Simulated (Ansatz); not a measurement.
In the program Ansatz at the PBEsol level (PAW), AlV$_{2}$C in the hexagonal phase (P6_3/mmc; Al on 2d, V on 4f, C on 2a) relaxes to a = 2.879 Å, c = 13.021 Å. Al has 12 nearest neighbours from 2.72 Å (anticuboctahedral); C has 6 nearest neighbours from 2.00 Å (octahedral). Its formation energy from the elements is -573 meV/atom, with no fitted shifts.

Electronic character: metallic (no gap). The magnetic state found is non-magnetic (starting moments vanished).

The bulk modulus is 1850 kbar. The relaxed-ion elastic constants in GPa are C11 = 356, C12 = 82.8, C13 = 108, C33 = 340, C44 = 159. The elastic constants imply a Debye temperature near 766 K.

The PBEsol relaxation kept the symmetry of its start. The workflow began spin-polarised and lost its moments. As this level gives no gap, shear constants depend on the k-mesh and smearing (Fermi–Dirac, 0.1 eV here). The references are the lowest solids computed at this level, not always the standard phases.

Potentials: the later of the program's two PAW sets.
